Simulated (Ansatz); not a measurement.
Theory: Ansatz 0.2.0, DFT PBE, scalar-relativistic, plane waves, PAW. All cells share a 420 eV cutoff and Γ-centred k meshes spaced about 0.3 Å⁻¹ or finer (0.25 for metals, 2π included). Collinear spin in cells that started with moments and kept them past the coarse steps, no spin elsewhere.

All energies are static (0 K, no zero-point motion). All come from trial cells, and lower structures may exist.

Question: These unrelaxed guesses for FeBr₄ are each relaxed within their symmetry. Order them by the energy at which they end, lowest first.
A.

```xyz
5
Lattice="-3.2850 3.2850 3.2850 3.2850 -3.2850 3.2850 3.2850 3.2850 -3.2850" Properties=species:S:1:pos:R:3 pbc="T T T"
Fe    0.0000    0.0000    0.0000
Br   -1.9644    1.9644    1.9644
Br    1.9644    1.9644   -1.9644
Br    1.9644   -1.9644    1.9644
Br    1.3206    1.3206    1.3206
```

B.

```xyz
5
Lattice="0.0000 4.3155 4.3155 4.3155 0.0000 4.3155 4.3155 4.3155 0.0000" Properties=species:S:1:pos:R:3 pbc="T T T"
Fe    6.4733    6.4733    6.4733
Br    7.6933    7.6933    7.6933
Br    5.2532    5.2532    7.6933
Br    5.2532    7.6933    5.2532
Br    7.6933    5.2532    5.2532
```

C.

```xyz
5
Lattice="4.1468 -4.3545 0.0000 4.1468 4.3545 0.0000 0.0000 0.0000 3.7237" Properties=species:S:1:pos:R:3 pbc="T T T"
Fe    0.0000    0.0000    0.0000
Br    4.1468   -2.7050    1.8619
Br    4.1468    2.7050    1.8619
Br    2.3654    0.0000    0.0000
Br    5.9283    0.0000    0.0000
```

Answer: B (ends in F-43m, 0 meV/atom), A (ends in I-43m, 10 meV/atom), C (ends in Cmmm, 58 meV/atom).

For metals, differences of a few meV/atom aren't resolved. No dispersion correction is applied, so the spacing and binding between layers, chains or molecules are poorly described (F-43m, I-43m, Cmmm), and this can change margins and order among such cells. Kohn–Sham gaps at this level usually fall short of measured ones. In such compounds of Fe a zero gap at this level may well be an artefact, since no Hubbard U is applied. Another magnetic order may lie lower. The F-43m cell has imaginary phonons, to 12i cm⁻¹ on its k mesh, which in a cell without a gap can be an artefact. Without a clear test, and held by symmetry: I-43m and Cmmm. Some types were kept out of the candidates beforehand, so the set may lack a known form.
